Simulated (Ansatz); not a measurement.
## Ge2TeRu2, a known structure type with other elements, at an estimated volume

```
Ru Te Ge
1.0
     0.00000    4.34626    0.00000
     4.34626    0.00000    0.00000
     2.17313    2.17313   -5.08608
Ru Te Ge
2 1 2
Direct
  0.75000 0.25000 0.50000
  0.25000 0.75000 0.50000
  0.00000 0.00000 0.00000
  0.36900 0.36900 0.26200
  0.63100 0.63100 0.73800
```

Single point in Ansatz 0.2.0 with PBE, no spin polarisation. Cutoff 420 eV, PAW datasets, 9×9×9 Γ-centred k mesh, fermi-dirac filling (width 0.011 eV).

**Charges.** Bader charges in e: Ge +0.18, Te +0.12, Ru -0.25. In the mean Ge gives up most and Ru takes most.
**Stress.** The pressure is -5.4 GPa (compression positive), so with the atoms held at these fractions the cell would first shrink. The principal stresses -13.0, -1.6, -1.6 GPa differ, so its shape would change too.
**Forces.** The largest is on Ge4 (and as large on other atoms): 0.40 eV/Å, components (0.00, 0.00, 0.40). It makes 119° with the line to a nearest neighbour, Ru1 at 2.49 Å.
**Electronic structure.** It is a metal, with about 3.7 states/eV a cell as the mean within 0.25 eV of the Fermi level, mostly Ru d (61 %) and Te p (24 %).

Origin: a known structure type with other elements, at an estimated volume, so it need not be a known compound.
